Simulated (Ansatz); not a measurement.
Method: DFT PBE, scalar-relativistic, plane waves, PAW (Ansatz 0.2.0). All cells share a 420 eV cutoff and Γ-centred k meshes spaced at most about 0.3 Å⁻¹ (about 0.25 or finer for metals, 2π included). Collinear spin in cells that started with moments and kept them past the coarse steps, no spin elsewhere.

Temperature and zero-point effects are left out. All come from trial cells, and lower structures may exist.

**Question.** These unrelaxed guesses for ScSiS3 are each relaxed within their symmetry. Order them by the energy at which they end, lowest first.
A.

```xyz
5
Lattice="4.0180 0.0000 0.0000 0.0000 4.0180 0.0000 0.0000 0.0000 4.0180" Properties=species:S:1:pos:R:3 pbc="T T T"
Sc    0.0000    0.0000    0.0000
Si    2.0090    2.0090    2.0090
S     2.0090    0.0000    0.0000
S     0.0000    2.0090    0.0000
S     0.0000    0.0000    2.0090
```

B.

```xyz
5
Lattice="4.6234 0.0000 0.0000 0.0000 4.6234 0.0000 0.0000 0.0000 4.6234" Properties=species:S:1:pos:R:3 pbc="T T T"
Sc    0.0000    0.0000    0.0000
Si    2.3117    2.3117    2.3117
S     0.0000    2.3117    2.3117
S     2.3117    0.0000    2.3117
S     2.3117    2.3117    0.0000
```

C.

```xyz
5
Lattice="4.6373 0.0000 0.0000 0.0000 4.6373 0.0000 0.0000 0.0000 4.6285" Properties=species:S:1:pos:R:3 pbc="T T T"
Sc    2.3187    2.3187    4.6155
Si    0.0000    0.0000    2.2471
S     0.0000    2.3187    2.2459
S     0.0000    0.0000    4.5610
S     2.3187    0.0000    2.2459
```

D.

```xyz
5
Lattice="4.5176 0.0000 0.0000 0.0000 4.5176 0.0000 0.0000 0.0000 5.1676" Properties=species:S:1:pos:R:3 pbc="T T T"
Sc    0.0000    0.0000    2.5838
Si    2.2588    2.2588    2.5838
S     2.2588    0.0000    2.5838
S     0.0000    2.2588    2.5838
S     0.0000    0.0000    0.0000
```

**Answer.** C (ends in P4mm, 0 meV/atom), D (ends in P4/mmm, 0.37 eV/atom), B (ends in Pm-3m, cubic perovskite type, 0.39 eV/atom), A (ends in Pm-3m, cubic perovskite type, 0.71 eV/atom).

In P4mm, Pm-3m at 18.5 Å³/atom, Pm-3m at 23.3 Å³/atom an odd number of electrons in the primitive cell allows no gap without spin; a larger cell or a magnetic state could open one. Cells relaxed within their symmetry can be saddle points. Some types were kept out of the candidates beforehand, so the set may lack a known form.
